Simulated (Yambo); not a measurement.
Mg2FeH6 (space group Fm-3m, No. 225), G0W0@LDA (Yambo, plasmon pole, terminator in G, 4×4×4 mesh): gap W → X in eV by bands and screening block.

```
bands (W and G)  2 Ry  3 Ry  5 Ry  6 Ry  8 Ry
---------------  ----  ----  ----  ----  ----
34               3.45     ?  2.94  2.85     ?
52               3.38  3.06  2.89     ?  2.80
73               3.38  3.06  2.89  2.82  2.80
98               3.38  3.05  2.89  2.82  2.80
126              3.38  3.05  2.89  2.82  2.80
```

Estimate the withheld gaps from their neighbours; the computed values follow.


- 34, 3 Ry: 3.11
- 34, 8 Ry: 2.83
- 52, 6 Ry: 2.81

The largest settings aren't shown to be the converged limit.

Geometry of the Materials Project entry, not relaxed at this level; primitive cell a = b = c = 4.4937 Å, α = β = γ = 60.00°.

The runs are not spin-polarised; magnetic order was not tried.
